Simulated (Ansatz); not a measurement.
Input:

ZnCu2SnSe4:
```cif
data_Cu2Se4SnZn
_chemical_formula_sum 'Zn1 Cu2 Sn1 Se4'
_space_group_name_H-M_alt 'P 1'
_space_group_IT_number 1
_cell_length_a 6.93023
_cell_length_b 6.93023
_cell_length_c 6.93023
_cell_angle_alpha 131.814
_cell_angle_beta 131.814
_cell_angle_gamma 70.523
loop_
_space_group_symop_operation_xyz
  'x, y, z'
loop_
_atom_site_label
_atom_site_type_symbol
_atom_site_fract_x
_atom_site_fract_y
_atom_site_fract_z
_atom_site_occupancy
Zn1 Zn 0.75000 0.25000 0.50000 1
Cu1 Cu 0.25000 0.75000 0.50000 1
Cu2 Cu 0.00000 0.00000 0.00000 1
Sn1 Sn 0.50000 0.50000 0.00000 1
Se1 Se 0.63005 0.64010 0.53155 1
Se2 Se 0.35990 0.89146 0.98996 1
Se3 Se 0.10854 0.09850 0.46845 1
Se4 Se 0.90150 0.36995 0.01004 1
```

This is the PBEsol-relaxed structure.

Problem. All from the program Ansatz at the PBEsol level (PAW), unless another level is named. Give the electronic character.

Solution. no gap, with almost no states at the Fermi level (zero-gap or semimetallic).

Problem. Predict the formation energy from the elements (no fitted shifts).

Solution. -0.36 eV/atom.

Problem. Give the HSE06 gap on the PBEsol cell.

Solution. 0.75 eV (a hybrid on a coarse mesh can open a false gap in a semimetal).

Problem. And the gap with spin–orbit coupling?

Solution. none (metallic).

Space group I-4. Symmetry was held in the PBEsol relaxation. The run is not spin-polarised. The references are the lowest solids computed at this level, not always the standard phases. Spin–orbit coupling is left out wherever it is not named.

Potentials: the later of the program's two PAW sets.
